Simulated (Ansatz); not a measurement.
**Hf$_{2}$N: clamped-ion elastic tensor**

Theory: Ansatz 0.2.0, DFT PBEsol, scalar-relativistic, plane waves, PAW. Settings: 420 eV plane-wave cutoff, Γ-centred 8×8×12 mesh, Fermi-Dirac smearing of 0.15 eV. No spin polarisation.

The cell, relaxed at this level:
```
CELL_PARAMETERS angstrom
5.29597 0.00000 0.00000
0.00000 5.29597 0.00000
0.00000 0.00000 3.22826
ATOMIC_POSITIONS crystal
Hf 0.29531 0.29531 0.00000
Hf 0.70469 0.70469 0.00000
Hf 0.79531 0.20469 0.50000
Hf 0.20469 0.79531 0.50000
N 0.00000 0.00000 0.00000
N 0.50000 0.50000 0.50000
```

In a metal, frequencies and elastic constants depend on the k mesh and the smearing, soft modes and shear constants most. Spin–orbit coupling is left out, which can shift energies with elements as heavy as these.

(1) Give the clamped-ion elastic constants (GPa, Voigt order xx yy zz yz xz xy, on the axes of the cell above).

(2) And the moduli of a polycrystal (Hill averages)?

## Answers

(1)
C11 = 340.8, C12 = 153.7, C13 = 111.8, C22 = 340.8, C23 = 111.8, C33 = 413.9, C44 = 147.7, C55 = 147.7, C66 = 140.0 GPa; the others vanish.

(2) B = 205 GPa, G = 133 GPa, E = 328 GPa, ν = 0.23.

Whether Hf2N exists in this form wasn't checked.

Cost: 1 run of about 5.2 core-minutes, on Intel Xeon 6975P-C (Granite Rapids) (shared hosts).